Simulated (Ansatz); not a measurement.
## LaGaNi$_{4}$, first-principles data

LaGaNi4:
```
LaGaNi4
1.0
    5.14840     0.00000     0.00000
   -2.57420     4.45864     0.00000
    0.00000     0.00000     3.84484
La Ga Ni
1 1 4
Direct
  0.00000   0.00000   0.00000
  0.33333   0.66667   0.00000
  0.66667   0.33333   0.00000
  0.99353   0.49677   0.50000
  0.50323   0.00647   0.50000
  0.50323   0.49677   0.50000
```

Space group P-6m2 (No. 187); conventional cell a = b = 5.148 Å, c = 3.845 Å, α = β = 90.00°, γ = 120.00°.

Method: DFT-r²SCAN in the program Ansatz with PAW potentials. Geometry: relaxed at this level of theory. Other levels are named where they apply.

**Cell and energy**

* **Volume per atom**: 14.71 Å³
* **Density**: 8.34 g/cm³
* **Formation energy from the elements (no fitted shifts)**: -0.37 eV/atom

**Electronic structure**

- Electronic character: metallic (no gap)
- Density of states at the Fermi level: 0.60 states/eV per atom (mean over ±0.08 eV)

The workflow started from a Materials Project entry (that database holds measured and hypothetical structures alike); the Crystallography Open Database copy checked does not list it. With Ga and Ni taken as one species the cell has the higher symmetry P6/mmm, so it may be an ordered model of a mixed-site phase. Whether it is the stable phase at ambient conditions was not checked. Symmetry was held in the r²SCAN relaxation; whether a distortion lowers the energy is not shown. No spin polarisation was allowed. Axis ratios of metals converge slowly with the k-mesh, so a and c are less sure than the volume. The references are the lowest solids computed at this level, not always the standard phases. Spin–orbit coupling is left out wherever it is not named.

Potentials: the later of the program's two PAW sets.
